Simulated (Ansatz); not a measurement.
# Compressing K: a fit and a missing row

K, Cmmm, a = 8.518 Å, b = 8.530 Å, c = 11.145 Å. This isn't the element's structure at ambient conditions. Ansatz: PBEsol, PAW, 420 eV, Γ-centred 6×6×4 mesh on 5 atoms, Gaussian smearing 0.10 eV; no spin polarisation. Shape and atoms are relaxed at each volume; pressure is positive in compression.

```tsv
V (Å³/atom)	P (GPa)
76.122	0.19
78.551	?
80.981	0.00
83.410	-0.08
85.839	-0.14
```

Question: Take V0 = 80.981 Å³/atom, fit the third-order Birch–Murnaghan form to the other rows, and predict the missing pressure.

Answer: With the Eulerian strain f = ½[(V0/V)^(2/3) − 1] and y = P/[3f(1 + 2f)^(5/2)], the form is the line y = B0 + 1.5 B0 (B0′ − 4) f. Rows (f, y): 0.02106, 2.71; -0.00975, 2.87; -0.01905, 2.70. Means f = -0.002580, y = 2.7600; Σ(Δf)² = 0.0008815, ΣΔfΔy = -0.0009825; the slope is their ratio. y = 2.757 − 1.115 f GPa, so B0 = 2.8 GPa and B0′ = 4 + 2 × (-1.115)/(3 × 2.757) = 3.73. At V = 78.551, f = 0.01026, y = 2.746 and P = 0.09 GPa. The run gave 0.09 GPa, the same to the digits shown. For so soft a crystal pressures to 0.01 GPa are coarse: rounding alone can shift a y by 0.18 GPa, so B0′ is rough.